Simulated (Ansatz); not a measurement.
Relaxed-ion elastic tensor of MgO in space group Pm-3n (No. 223; Mg on 6c, O on 6d) in GPa (Voigt order), PBEsol in the plane-wave PAW code Ansatz; density 2.30 g/cm³, 14.56 Å³ per atom.

```
 187  51.8  51.8   0.0   0.0   0.0
51.8   187  51.8   0.0   0.0   0.0
51.8  51.8   187   0.0   0.0   0.0
 0.0   0.0   0.0  19.7   0.0   0.0
 0.0   0.0   0.0   0.0  19.7   0.0
 0.0   0.0   0.0   0.0   0.0  19.7
```

**Question.** Is the crystal mechanically stable?

**Answer.** Yes: the smallest eigenvalue of C is 19.7 GPa.

**Question.** Work out the Voigt, Reuss and Hill averages.

**Answer.** K_V = 96.9, K_R = 96.9, K_H = 96.9; G_V = 38.9, G_R = 27.5, G_H = 33.2 GPa.

**Question.** Give Young's modulus, Poisson's ratio, Pugh's ratio and the universal anisotropy index.

**Answer.** E = 9KG/(3K + G) = 89.4 GPa; ν = 0.35; K/G = 2.92 (ductile by the Pugh limit of 1.75); A_U = 5G_V/G_R + K_V/K_R − 6 = 2.06.

**Question.** Estimate the sound speeds and the Debye temperature.

**Answer.** v_l = √((K + 4G/3)/ρ) = 7840 m/s, v_t = √(G/ρ) = 3800 m/s, mean 4270 m/s; Θ = (h/k)(3n/4πV)^(1/3) v_m = 521 K.

**Question.** Give the Zener ratio and Young's modulus along [100], [110] and [111].

**Answer.** A = 2C44/(C11 − C12) = 0.29; 1/E = S11 − 2(S11 − S12 − S44/2)Γ with Γ = 0, 1/4, 1/3 gives 165, 66.5, 55.4 GPa.

**Question.** Solve the Christoffel equation for the three sound speeds along [100], [110], [111].

**Answer.** Eigenvalues of C_ijkl n_j n_l equal ρv². In km/s, slowest first: [100] 2.93, 2.93, 9.02; [110] 2.93, 5.42, 7.78; [111] 4.74, 4.74, 7.32.

The first step of the workflow began from a Materials Project structure, measured or hypothetical; the Crystallography Open Database copy checked does not list it. It is not the phase usual at ambient conditions (space group No. 225). The PBEsol relaxation kept the symmetry of its start; phonons on a q-mesh show no instability.

Potentials: the later of the program's two PAW sets.
